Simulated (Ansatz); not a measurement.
A relaxed cell of YCdC4N4 is given with its symmetry left out. The cell was found from a structure generator's guess, not taken from experiment.

Method: DFT PBE, scalar-relativistic, plane waves, PAW (Ansatz). Cutoff 420 eV, Γ-centred mesh, Gaussian smearing, no spin polarisation.

```
Y Cd C N
1.0
     6.55228    0.00000    0.00000
     0.00000    6.55228    0.00000
     0.00000    0.00000    6.55228
Y Cd C N
1 1 4 4
Direct
  0.50000 0.50000 0.50000
  0.00000 0.00000 0.00000
  0.19610 0.19610 0.19610
  0.19610 0.80390 0.80390
  0.80390 0.19610 0.80390
  0.80390 0.80390 0.19610
  0.29979 0.29979 0.29979
  0.29979 0.70021 0.70021
  0.70021 0.29979 0.70021
  0.70021 0.70021 0.29979
```

Formation energies are uncorrected and refer to the elements' standard structures at the same level (N₂ as a molecule).

Problem. What space group does it have?

Solution. P-43m (No. 215). Conventional cell: a = 6.552 Å. Y is surrounded by 4 N at 2.27 Å; around Cd lie 4 C at 2.23 Å; C has 1 N at 1.18 Å and 1 Cd at 2.23 Å; N is surrounded by 1 C at 1.18 Å and 1 Y at 2.27 Å.

Problem. How far does it lie from the elements in energy?

Solution. +0.16 eV/atom. It can't be a ground state, since the elements alone are lower.

Problem. Is it a metal?

Solution. Yes, bands cross the Fermi level on the 6×6×6 mesh.

Problem. From what recipe could a structure generator have reached it?

Solution. One such recipe: two interpenetrating cyanide-bridged diamond nets (P-43m, No. 215). Other recipes can lead to the same cell.

The last run used a 6×6×6 mesh for its 10-atom cell and Gaussian smearing of 0.10 eV. The cell is a metal run without spin, though a test with spin on the coarse mesh kept 1.0 μB a cell, so a magnetic state probably lies lower. The reference form of C is held partly by dispersion forces, which this level lacks. Symmetry constrained the relaxation, so the result can be a saddle point.
